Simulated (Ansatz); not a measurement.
SiGeO3:
```xyz
5
Lattice="3.4085 0.0000 0.0000 0.0000 3.4085 0.0000 0.0000 0.0000 4.4036" Properties=species:S:1:pos:R:3 pbc="T T T"
Si     1.7043     1.7043     2.6597
Ge     0.0000     0.0000     0.6726
O      0.0000     1.7043     2.1255
O      1.7043     0.0000     2.1255
O      1.7043     1.7043     4.2634
```

Relaxed with r²SCAN+D4. Special points in fractions of this cell's reciprocal vectors: Γ (0.000, 0.000, 0.000); X (0.000, 0.500, 0.000); M (0.500, 0.500, 0.000); Z (0.000, 0.000, 0.500); R (0.000, 0.500, 0.500); A (0.500, 0.500, 0.500).

### Question
List the band energies nearest the valence-band maximum at these points for r²SCAN+D4 (plane waves, PAW; program Ansatz).

### Answer
In eV from the valence-band maximum; about four levels below and three above (degenerate sets whole), none deeper than 8.9 eV; points with the same levels are listed once.

```tsv
k	below	above
Γ	-3.40 -3.40 -3.18 -3.18	2.40 4.89 6.11 6.11
X	-4.72 -3.67 -3.01 0.00	2.92 5.44 5.97
M	-4.95 -4.95 -4.19 -3.11 -1.60	3.65 5.66 5.66
Z	-3.92 -3.92 -3.09 -3.09 -2.14	2.26 3.84 6.44 6.44
R	-4.98 -3.31 -3.29 -0.56	4.42 5.18 5.29
A	-4.18 -2.69 -2.69 -1.60	5.09 5.09 5.97
```

Space group P4mm. The start of the workflow was typed in or built on a structure type; neither database checked (COD, Materials Project) lists it. Whether it is the stable phase at ambient conditions was not checked. The r²SCAN+D4 relaxation kept the symmetry of its start; whether a distortion lowers the energy is not shown. Scalar-relativistic: spin–orbit coupling is off unless named, which matters more the heavier the elements.

Potentials: the later of the program's two PAW sets.
